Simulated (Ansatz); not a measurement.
# What a trial cell of KB6Rh2 relaxes into

Level of theory: DFT PBE, scalar-relativistic, plane waves, PAW in Ansatz. Cutoff 420 eV, Gaussian smearing, Γ-centred meshes. Cell and atoms relax first on a coarse mesh and then on a finer one. In between, the cell is made exact in the group found at 0.06 Å. In metals the finer mesh still leaves noise of several meV/atom or more. The steps can't lower the symmetry of their start. No spin polarisation.

A trial structure of KB6Rh2 was built thus: random cell by space group and Wyckoff sites (Fm-3m, No. 225). The dimensions are guesses.

Space group Fm-3m (No. 225). a = 7.552 Å, b = 7.552 Å, c = 7.552 Å, α = 90.00°, β = 90.00°, γ = 90.00°
```tsv
atom	site	symmetry	x	y	z
K	4b	m-3m	0.5000	0.0000	0.0000
B	24d	m.mm	0.0000	0.7500	0.7500
Rh	8c	-43m	0.2500	0.7500	0.7500
```

Formation energies are uncorrected and refer to the elements' standard structures at the same level.

Q: Which structure results?

A: The symmetry stays Fm-3m (No. 225). The volume per atom grows by 27.9 %, from 12.0 to 15.3 Å³. The shortest distance goes from 1.89 Å (B–Rh) to 2.05 Å (B–Rh). The energy falls by about 0.40 eV/atom (the start's value is from the coarse mesh). Conventional cell: a = 8.198 Å. K is surrounded by 12 B at 2.90 Å and 8 Rh at 3.55 Å; around B lie 2 Rh at 2.05 Å, 2 K at 2.90 Å and 8 B at 2.90 Å; Rh is surrounded by 6 B at 2.05 Å and 4 K at 3.55 Å.

```yaml
crystal:
  lattice:
    - [0.00000, 4.09891, 4.09891]
    - [4.09891, 0.00000, 4.09891]
    - [4.09891, 4.09891, 0.00000]
  atoms:
    - { symbol: K, position: [0.50000, 0.50000, 0.50000] }
    - { symbol: B, position: [0.50000, 0.00000, 0.00000] }
    - { symbol: B, position: [0.00000, 0.50000, 0.50000] }
    - { symbol: B, position: [0.00000, 0.50000, 0.00000] }
    - { symbol: B, position: [0.50000, 0.00000, 0.50000] }
    - { symbol: B, position: [0.00000, 0.00000, 0.50000] }
    - { symbol: B, position: [0.50000, 0.50000, 0.00000] }
    - { symbol: Rh, position: [0.25000, 0.25000, 0.25000] }
    - { symbol: Rh, position: [0.75000, 0.75000, 0.75000] }
```

Q: Give its energy and gap.

A: The formation energy is +0.99 eV/atom and the gap on the 8×8×8 mesh of the 9-atom cell is 0 eV (a metal).

A positive value: parting into the elements would lower its energy.

The last run used Gaussian smearing of 0.10 eV. The cell is a metal run without spin; a magnetic state may lie lower. A structure relaxed within its symmetry needn't be a true minimum. In all, the 3 runs took 45 s on 1 thread of Arm Neoverse V2 (shared host).
